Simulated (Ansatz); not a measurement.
Relaxed candidate structures of ScF$_{3}$:

A. Pm-3m (No. 221), cP4, ReO3 type; a = 4.0206 Å, b = 4.0206 Å, c = 4.0206 Å, α = 90.00°, β = 90.00°, γ = 90.00°; Sc 1a (0.000, 0.000, 0.000); F 3d (0.000, 0.000, 0.500)

B. P-3m1 (No. 164), hP4; a = 3.692 Å, b = 3.692 Å, c = 4.025 Å, α = 90.00°, β = 90.00°, γ = 120.00°; F 1a (0.000, 0.000, 0.000); F 2d (0.667, 0.333, 0.387); Sc 1b (0.000, 0.000, 0.500)

C. P6/mmm (No. 191), hP4, AFLOW prototype A3B_hP4_191_bc_a (as in Li3N); a = b = 3.8038 Å, c = 4.0035 Å, α = β = 90.00°, γ = 120.00°; F 1b (0.000, 0.000, 0.500); F 2c (0.333, 0.667, 0.000); Sc 1a (0.000, 0.000, 0.000)

D. P6₃/mmc (No. 194), hP8, AFLOW prototype AB3_hP8_194_c_bf (D0_18, as in Na3As); a = 3.7381 Å, b = 3.7381 Å, c = 6.4701 Å, α = 90.00°, β = 90.00°, γ = 120.00°; F 2b (0.000, 0.000, 0.250); F 4f (0.333, 0.667, 0.072); Sc 2d (0.667, 0.333, 0.250)

**Question.** Order them by energy per atom (lowest first) at the level PBEsol (plane waves to 420 eV, PAW, scalar-relativistic; Ansatz, an electronic-structure program).

**Answer.** A (reference, the lowest of the structures calculated here), B (+112 meV/atom), C (+156 meV/atom), D (+257 meV/atom)

**Question.** Give each candidate's band gap.

**Answer.** No candidate is metallic. A: 6.26 eV (no spin-orbit coupling); B: 5.71 eV (no spin-orbit coupling); C: 5.04 eV (no spin-orbit coupling); D: 4.84 eV (no spin-orbit coupling).

Probably no minimum, since a slightly shaken restart fell lower: P6/mmm, hP4, AFLOW prototype A3B_hP4_191_bc_a (as in Li3N) (by 0.04 eV/atom, to P-3m1).  7 generated cells of layers, chains or molecules, poorly bound without dispersion, are left out. Each run could gain symmetry but not lose that of its start, so entries can be saddle points. From databases, or of a type measured for this composition: Pm-3m, cP4, ReO3 type; the others are generated cells (placed on structure types, drawn at random, substituted or restacked) that were not matched to a known phase here. Energies are at zero temperature and pressure, without zero-point motion. No spin polarisation in the result.
